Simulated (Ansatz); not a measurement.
ZrGeO:
```
ZrGeO
1.0
    3.43008     0.00000     0.00000
    0.00000     3.43008     0.00000
    0.00000     0.00000     7.30423
Zr Ge O
2 2 2
Cartesian
  0.00000   1.71504   5.00849
  1.71504   0.00000   2.29573
  0.00000   0.00000   0.00000
  1.71504   1.71504   0.00000
  1.71504   0.00000   4.43934
  0.00000   1.71504   2.86489
```

Relaxed with PBE. Special points in fractions of this cell's reciprocal vectors: Γ (0.000, 0.000, 0.000); X (0.000, 0.500, 0.000); M (0.500, 0.500, 0.000); Z (0.000, 0.000, 0.500); R (0.000, 0.500, 0.500); A (0.500, 0.500, 0.500).

**Question.** List the band energies nearest the Fermi level at these points for PBE (plane waves, PAW; program Ansatz).

**Answer.** In eV from the Fermi level; about four levels below and three above (degenerate sets whole), none deeper than 8.9 eV; points with the same levels are listed once.

```csv
k,below,above
Γ,-2.96 -2.96 -2.92 -2.20 -0.04,0.27 0.28 1.11 1.11
X,-2.16 -2.16 -0.29 -0.29,0.08 0.08 2.18 2.18
M,-4.75 -4.75 -2.54 -2.54,1.46 1.46 1.60 1.60
Z,-3.19 -2.92 -2.92 -2.87,0.46 0.64 0.64
R,-5.42 -5.42 -3.10 -3.10,0.00 0.00 0.43 0.43
A,-4.63 -4.63 -2.81 -2.81,0.84 0.84 1.94 1.94
```

Space group P4/nmm. The start of the workflow was typed in or built on a structure type; neither database checked (COD, Materials Project) lists it. Whether it is the stable phase at ambient conditions was not checked. The PBE relaxation kept the symmetry of its start; its stability against distortions is not shown here. No spin polarisation was allowed. Scalar-relativistic: spin–orbit coupling is off unless named, which matters more the heavier the elements.

Potentials: the earlier of the program's two PAW sets.
